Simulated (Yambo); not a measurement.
## Convergence of the G0W0 gap of AgCl

G0W0@PBEsol for AgCl (space group P2_1/m, No. 11) in Yambo. Reference settings: 4×4×2 Γ-centred k mesh, bands 9 to 136 and a 7 Ry block in the screening, 136 bands in G with the Bruneval-Gonze terminator, plasmon pole fitted at 27.2 eV. The PBEsol gap (-0.5, 0, -0.5) → Γ on this mesh is 0.68 eV; G0W0 gaps are taken between the same points.

| change from the reference | G0W0 gap (-0.5, 0, -0.5) → Γ (eV) | shift of the valence edge (eV) | rough Yambo cost |
|---|---|---|---|
| reference settings | 2.16 | -0.93 | 1 |
| 92 bands in G | 2.16 | -0.93 | – |
| 70 bands in W | 2.29 | -0.84 | about 1/2 |
| 2 Ry block | 2.36 | -1.05 | within a factor of two |
| 6 Ry block | 2.13 | -0.90 | within a factor of two |
| 59 bands in G, no terminator | 1.98 | -0.32 | – |
| no terminator | 2.04 | -0.74 | – |

The reference isn't shown to be the converged limit. Costs are rough (shared machines), scaled to the same edge states, and given only for runs that recompute the screening.

Spin-orbit splittings are left out.

Geometry relaxed with PBEsol; primitive cell a = 3.8466 Å, b = 3.8424 Å, c = 5.4144 Å, α = γ = 90.00°, β = 97.28°.

This is not the ordinary phase of the substance; no match was found in the copy of COD used, and its stability was not checked.

A shift is the quasiparticle energy of the state minus its PBEsol energy.
